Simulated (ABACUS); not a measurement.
A self-consistent single point of TePb2S (R-3m, 4 atoms in the cell; from Materials Project mp-1217283, changed as shown) with ABACUS.

Computed with LDA (PW92), PseudoDojo 0.4 standard norm-conserving LDA (tails mended) pseudopotentials (plane waves; ABACUS).

The change in words: volume scaled by 0.94. Reference geometry (R-3m):
```yaml
crystal:
  lattice:
    - [2.21909, 1.28119, 7.25045]
    - [-2.21909, 1.28119, 7.25045]
    - [0.00000, -2.56238, 7.25045]
  atoms:
    - { symbol: Te, position: [0.50000, 0.50000, 0.50000] }
    - { symbol: Pb, position: [0.74172, 0.74172, 0.74172] }
    - { symbol: Pb, position: [0.25828, 0.25828, 0.25828] }
    - { symbol: S, position: [0.00000, 0.00000, 0.00000] }
```

Reference input (self-consistent single point, DFT, LDA (PW92), plane waves, PseudoDojo 0.4 standard norm-conserving LDA (tails mended) pseudopotentials): KPT = Gamma 4 4 4 0 0 0; basis_type = pw; dft_functional = PWLDA; ecutwfc = 82.3 Ry; smearing_method = gaussian; smearing_sigma = 0.00146997 Ry; potentials = PseudoDojo 0.4 standard norm-conserving LDA (tails mended); symmetry = 1; symmetry_prec = 1e-05; ks_solver = cg; scf_nmax = 100; scf_thr = 1.0e-09 Ry. This run's input differs from it in these lines:

```diff
@@ -28,5 +28,5 @@
 LATTICE_VECTORS
-   4.1934647870    2.4210982136   13.7013685597
-  -4.1934647870    2.4210982136   13.7013685597
-   0.0000000000   -4.8421983169   13.7013685597
+   4.1078601935    2.3716743165   13.4216683063
+  -4.1078601935    2.3716743165   13.4216683063
+   0.0000000000   -4.7433505228   13.4216683063
```

Output, abridged:

```
 SELF-CONSISTENT
 -------------------------------------------

                                 init_chg = atomic

 PW ALGORITHM --------------- ION=   1  ELEC=   1--------------------------------

 Notice: Threshold on eigenvalues was too large.

 Density error is 0.159408013068
                          Error Threshold = 0.000355596906592
 E_KohnSham     -512.3402064820      -6970.7461226518
 E_Fermi        0.6676526353         9.0838801254

 PW ALGORITHM --------------- ION=   1  ELEC=   2--------------------------------

 Density error is 0.124035041481
                          Error Threshold = 0.000318816026136
   [... lines left out ...]

 Density error is 5.68455257506e-09
                          Error Threshold = 1.94587877157e-11
 E_KohnSham     -512.4066341164      -6971.6499169845
 E_Fermi        0.6805905586         9.2599096017

 PW ALGORITHM --------------- ION=   1  ELEC=  11--------------------------------

 Density error is 1.634392798e-11
                          Error Threshold = 1.13691051501e-11
 E_KohnSham     -512.4066341176      -6971.6499170009
 E_KS(sigma->0) -512.4066341176      -6971.6499170009
 E_entropy(-TS) -0.0000000000        -0.0000000000
 E_Fermi        0.6805925955         9.2599373148
 charge density convergence is achieved
 final etot is -6971.649917 eV
 EFERMI = 9.2599373148 eV

 STATE ENERGY(eV) AND OCCUPATIONS    NSPIN == 1
   [... 32 lines left out ...]

 TOTAL-FORCE (eV/Angstrom)
                       Te1         0.0000000000         0.0000000000         0.0000000000
                       Pb1         0.0000000000         0.0000000000         0.0007385274
                       Pb2         0.0000000000         0.0000000000        -0.0007385274
                        S1         0.0000000000         0.0000000000         0.0000000000

 TOTAL-STRESS (KBAR)
       -10.1224543952         0.0000000000        -0.0000000000
        -0.0000000000       -10.1224479254        -0.0000004751
         0.0000000000        -0.0000004751       -11.6494577998
 TOTAL-PRESSURE: -10.631453 KBAR

 --------------------------------------------
 !FINAL_ETOT_IS -6971.6499170008964938 eV
 --------------------------------------------
```

The run converged in 11 iterations. Against the reference run the free energy falls by 29.2 meV/atom, the pressure goes from -3.84 to -1.06 GPa, the largest force goes from 0.028 to 0.001 eV/Å and the gap on the mesh goes from 0.535 to 0.366 eV.

Spin-orbit coupling is left out, which matters for bands and gaps with elements this heavy. The structure comes from a collection of computed structures, made at another level of theory; the collection holds predicted forms beside known ones. Its lattice was then scaled.

Cost on one core: about 15 core-minutes (a rough figure).

“Tails mended”: in these copies of the files the far tail of each local potential was reset to the Coulomb form.
